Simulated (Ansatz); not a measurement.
Nb2NTe2, M2XT2 MXene (fcc sites)-type layer, relaxed and computed with two functionals in Ansatz (plane waves, PAW).

```tsv
functional	a (Å)	thickness (Å)
PBE	3.427	6.23
r²SCAN+D4	___	___
```

Task: Complete the blanks.

Result: 
- r²SCAN+D4, a (Å): 3.432
- r²SCAN+D4, thickness (Å): 6.14

Began spin-polarised and lost the moments: Nb2NTe2, M2XT2 MXene (fcc sites)-type layer with PBE; Nb2NTe2, M2XT2 MXene (fcc sites)-type layer with r²SCAN+D4. All cells were relaxed under the symmetry of their starts (and spin orders); stability against distortions was not tested throughout. Scalar-relativistic: spin–orbit coupling is off unless named, which matters more the heavier the elements. Constructed layers (a layer type filled with these elements): Nb2NTe2, M2XT2 MXene (fcc sites)-type layer; Nb2NTe2, M2XT2 MXene (fcc sites)-type layer.

Potentials: the later of the program's two PAW sets.

Ansatz (a first-principles code) is a plane-wave DFT program.
